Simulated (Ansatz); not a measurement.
Elastic constants of Na (Im-3m), step by step

```
Na
1.0
    -2.02852    2.02852    2.02852
     2.02852   -2.02852    2.02852
     2.02852    2.02852   -2.02852
Na
1
Direct
  0.00000 0.00000 0.00000
```

Computed, not measured; unless marked otherwise by LDA, all-electron LAPW in Ansatz 0.2.0, scalar-relativistic. k mesh 16×16×16, strains of ±0.005, Fermi-Dirac smearing of 0.080 eV, basis error target 1 meV/atom. The cell was relaxed by PAW under this functional, which moved its volume by -15 % from the database entry's.

The cell is cubic and carries a residual pressure of -0.02 GPa at this level. Each strain component that symmetry leaves independent is applied at ±0.005, the ions relax wherever a strain frees them, and the stress (tension positive, GPa) is read. Shears are engineering strains, γ = 2ε.

```csv
strain,size,σxx,σyy,σzz,σyz,σxz,σxy
xx,-0.005,-0.0313,-0.0216,-0.0216,0.0000,0.0000,0.0000
xx,+0.005,0.0712,0.0628,0.0628,0.0000,0.0000,0.0000
yz,-0.005,0.0206,0.0209,0.0209,-0.0371,0.0000,0.0000
yz,+0.005,0.0206,0.0209,0.0209,0.0371,0.0000,0.0000
```

A central difference gives one constant, for example C11 ≈ (0.0712 − (-0.0313))/(0.01) = 10.2 GPa; the program then imposes the crystal's symmetry on the whole matrix.

Question: What are the independent elastic constants?

Answer: C11 = 10.2, C12 = 8.4, C44 = 7.4 GPa.

Question: Do they meet the Born conditions?

Answer: C11 − C12 = 1.8, C11 + 2C12 = 27.1 and C44 = 7.4 GPa must all be positive, so the crystal is elastically stable; that says nothing yet of its phonons.

Question: What moduli does a random aggregate of grains have?

Answer: B = (C11 + 2C12)/3 = 9.0 GPa. G_V = (C11 − C12 + 3C44)/5 = 4.8 and G_R = 5(C11 − C12)C44/(4C44 + 3(C11 − C12)) = 1.9, so G_H = 3.4 GPa. Then E = 9BG/(3B + G) = 9.0 GPa, ν = (3B − 2G)/(6B + 2G) = 0.335 and B/G = 2.69, on the ductile side of Pugh's 1.75 (a rule of thumb).

Question: With the density of 1.143 g/cm³, how fast does sound travel, and what Debye temperature follows?

Answer: 

| direction | slow (m/s) | middle (m/s) | fast (m/s) |
| --- | --- | --- | --- |
| [100] | 2547 | 2547 | 2994 |
| [110] | 890 | 2547 | 3829 |
| [111] | 1640 | 1640 | 4069 |

The mean of v⁻³ over directions and branches gives v_m = 1781 m/s and θ_D = (ħ/k_B) v_m (6π²n)^(1/3) = 165 K, n being atoms per volume. Young's modulus spans 3 to 17 GPa over directions, and the universal anisotropy index is 7.57.

Question: How far do the constants move if PAW replaces LAPW in the same cell?

Answer: 

```json
{"constant": "C11", "LAPW (GPa)": "10.2", "PAW (GPa)": "10.2", "difference": "0.0"}
{"constant": "C12", "LAPW (GPa)": "8.4", "PAW (GPa)": "8.5", "difference": "0.1"}
{"constant": "C44", "LAPW (GPa)": "7.4", "PAW (GPa)": "7.4", "difference": "0.0"}
```

Known limits: responses of metals move with mesh and smearing; the frozen-core PAW files of the compared runs were fitted under PBE, their cores solved anew for this functional.
